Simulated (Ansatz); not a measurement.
Sn3Te2Se in space group P-3m1 (No. 164; Sn on 1b, Sn on 2d, Te on 2d, Se on 1a) at seven volumes, PBEsol in the plane-wave PAW code Ansatz, shape and atoms relaxed at each. One row is withheld.

```tsv
V (Å³/atom)	P (GPa)
26.746	5.78
27.628	3.53
28.509	1.62
29.391	0.01
30.273	?
31.155	-2.54
32.036	-3.53
```

Problem. Fit the shown pressures and predict the withheld one.

Solution. P = (3/2)B₀(x^(7/2) − x^(5/2))[1 + (3/4)(B′ − 4)(x − 1)] with x = (V₀/V)^(2/3). Least squares on the six rows gives V₀ = 29.394 Å³/atom, B₀ = 49.6 GPa, B′ = 4.43. At V = 30.273, x = 0.9805 and P = -1.37 GPa. The run itself gave -1.37 GPa.

The workflow started from a Materials Project entry (that database holds measured and hypothetical structures alike); the Crystallography Open Database copy checked does not list it. Whether it is the stable phase at ambient conditions was not checked. The cell was relaxed with PBEsol under the symmetry of its start; of distortions, only those at the zone centre were tested. Spin–orbit coupling is left out wherever it is not named.

Potentials: the later of the program's two PAW sets.
